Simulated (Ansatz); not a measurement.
Sb (A7 type, space group R-3m)

```yaml
crystal:
  lattice:
    - [2.16429, 1.24956, 3.78321]
    - [-2.16429, 1.24956, 3.78321]
    - [0.00000, -2.49911, 3.78321]
  atoms:
    - { symbol: Sb, position: [0.23322, 0.23322, 0.23322] }
    - { symbol: Sb, position: [0.76678, 0.76678, 0.76678] }
```

The slice is a (1 -1 0 2) plane (indices of the conventional cell) through the point (0.233, 0.233, 0.233) (fractional), spanned by u = [1 0 -1] and v = [010] in vectors of this cell: u (4.33 Å) and v (4.53 Å, at 90° to u). It covers one period; positions are fractions (u, v).

Computed with r2SCAN+rVV10 (plane waves to 500 eV, PAW, scalar-relativistic; Ansatz, a quantum-chemistry and plane-wave program). k mesh 13×13×13. Inside the PAW spheres the values are not all-electron values, and peaks at nuclei hang on which shells count as valence. Sb was relaxed with its symmetry unable to fall. Spin-orbit coupling is left out, though Sb is heavy. The PAW data are Ansatz's earlier set.

### Question
Sketch the valence electron density on this plane as a map.

### Answer
```
|9998765432211100001112234567899|
|9988764332221111111122233467889|
|8887654332222111111222233456788|
|7776544333222222222222333445677|
|6655443333222222222222333344556|
|5444433333333333333333333334444|
|3333333333333333333333333333333|
|3333333333334445544433333333333|
|2222223333345566665543333322222|
|2222222333456677776654333222222|
|1111222334456788887654433222111|
|1111122334567889988765433221111|
|0001122334567899998765433221100|
|0001112334568899998865433211100|
|0000112234567899998765432211000|
|0000112234567888888765432211000|
|0000012233456778877654332210000|
|0000011223445667766544322110000|
|0000111223344555555443322111000|
|0011111222333444444333222111110|
|1111111122233333333332221111111|
|2221111112222233332222211111122|
|2222222111222222222222111222222|
|3333222211111111111111112222333|
|4433332221111111111111122233334|
|5444333221111000000111122333444|
|6655443322110000000011223344556|
|7776543322110000000011223345677|
|8887654322110000000011223456788|
|9988764332110000000011233467889|
|9998765432211000000112234567899|
|9998765432211000000112234567899|
```
Scale: ten equal steps from -1.28 (start of '0') to 1.20 (end of '9'), in the order '0123456789'. Values: log₁₀ of the valence density in e/Å³. The map has 31 points along u (one character each, u = 0 at the left) and 32 along v (v = 0 in the bottom row). The scale is logarithmic, as a density can span decades between atoms and voids.
